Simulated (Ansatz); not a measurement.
MoPt (rock salt), relaxed with PBE (Ansatz, a first-principles code, plane waves, PAW): a = b = c = 5.244 Å, α = β = γ = 90.00°.

```
Item                  Result
--------------------  ------
ΔH_f (eV/atom)          0.71
B₀ by P(V) fit (GPa)     197
```

The same phase is relaxed and computed with r²SCAN in the same code. What are the cell and these values now?

a = b = c = 5.2166 Å, α = β = γ = 90.00°.

- ΔH_f (eV/atom): 0.73
- B₀ by P(V) fit (GPa): 213

Typed or built starts, not in the databases checked: MoPt, rock salt. All cells were relaxed under the symmetry of their starts (and spin orders); stability against distortions was not tested throughout. Rows with no word on spin ran without spin polarisation. Spin–orbit coupling is left out wherever it is not named.

Potentials: the later of the program's two PAW sets.

Ansatz is a plane-wave DFT program.

Formation energies count from the lowest solids of the elements computed at the same level, not from gases.
